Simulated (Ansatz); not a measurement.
Method: DFT PBE, scalar-relativistic, plane waves, PAW (Ansatz). All cells share a 420 eV cutoff and Γ-centred k meshes spaced at most about 0.3 Å⁻¹ (about 0.25 or finer for metals, 2π included). No spin polarisation in the final relaxations.

These are static total energies at zero pressure.

Compare these two cells of ScAlSbP3, each relaxed at this level.

A.

```xyz
6
Lattice="4.8686 0.0000 0.0000 0.0000 3.4872 4.2086 0.0000 -3.4872 4.2086" Properties=species:S:1:pos:R:3 pbc="T T T"
Sc    0.0000    0.0000    2.0652
Al    0.0000    0.0000    6.7737
Sb    2.4343    0.0000    8.0931
P     0.0000    0.0000    4.5286
P     2.4343   -1.1389    1.9593
P     2.4343    1.1389    1.9593
```

B.

```xyz
6
Lattice="4.7398 0.0000 0.0000 0.0000 4.7398 0.0000 0.0000 0.0000 5.5136" Properties=species:S:1:pos:R:3 pbc="T T T"
Sc    0.0000    0.0000    0.0000
Al    2.3699    2.3699    2.7568
Sb    2.3699    2.3699    0.0000
P     0.0000    2.3699    2.7568
P     2.3699    0.0000    2.7568
P     0.0000    0.0000    2.7568
```

Question: Which would you expect to be lower, and how large is the difference?

Answer: B is lower, by 84 meV/atom. A has space group Amm2 (No. 38), 23.8 Å³/atom and no gap on its mesh; B has space group P4/mmm (No. 123), 20.6 Å³/atom and no gap. Counting P or Sb atoms around Al and Sc (for each partner element, those within 1.25 times its shortest distance or 1.15 times the sum of covalent radii, where it is the nearest in units of that sum or under 1.3; a plus sign parts groups by distance over the sum of covalent radii), A has Sc 5+2, Al 3 and B has Sc 6, Al 6. A holds P–P pairs (shortest 2.28 Å); B holds P–P nets (shortest 2.37 Å). The denser one is the lower, and pressure would at first widen the difference. In A, around Sc lie 1 P at 2.46 Å, 4 P at 2.69 Å and 2 Sb at 3.41 Å; Al has 1 P at 2.25 Å and 2 Sb at 2.77 Å; around Sb lie 2 P at 2.55 Å, 2 Al at 2.77 Å and 2 P at 3.04 Å; around P on a site of symmetry mm2 lie 1 Al at 2.25 Å and 1 Sc at 2.46 Å; 1 more site not described. In B, Sc has 2 P at 2.76 Å and 4 Sb at 3.35 Å; Al has 4 P at 2.37 Å and 2 Sb at 2.76 Å; around Sb lie 2 Al at 2.76 Å and 4 Sc at 3.35 Å; P on a site of symmetry mmm has 2 Al at 2.37 Å and 2 P at 2.37 Å; 1 more site not described. Both come from invented guesses.

Spin–orbit coupling, which can matter for Sb, is left out. Cells relaxed within their symmetry can be saddle points.
